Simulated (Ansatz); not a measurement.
ZnGaNO:
```yaml
crystal:
  lattice:
    - [3.24159, 0.00000, 0.00000]
    - [-1.62080, 2.80730, 0.00000]
    - [0.00000, 0.00000, 5.26006]
  atoms:
    - { symbol: Ga, position: [0.33333, 0.66667, 0.02199] }
    - { symbol: N, position: [0.33333, 0.66667, 0.37314] }
    - { symbol: Zn, position: [0.66667, 0.33333, 0.47199] }
    - { symbol: O, position: [0.66667, 0.33333, 0.88602] }
```

This is the PBEsol-relaxed structure.

**Question.** All from PBEsol in the plane-wave PAW code Ansatz, unless another level is named. Give the bulk modulus (Birch–Murnaghan fit).

**Answer.** 125 GPa.

**Question.** And the highest zone-centre frequency?

**Answer.** 657 cm⁻¹.

Space group P3m1. The start of the workflow was typed in or built on a structure type; the Crystallography Open Database copy checked does not list it. Whether it is the stable phase at ambient conditions was not checked. The cell was relaxed with PBEsol under the symmetry of its start; whether a distortion lowers the energy is not shown. As this level gives no gap, phonon frequencies hold no LO–TO term and depend on the k-mesh and smearing (Fermi–Dirac, 0.1 eV here).

Potentials: the later of the program's two PAW sets.
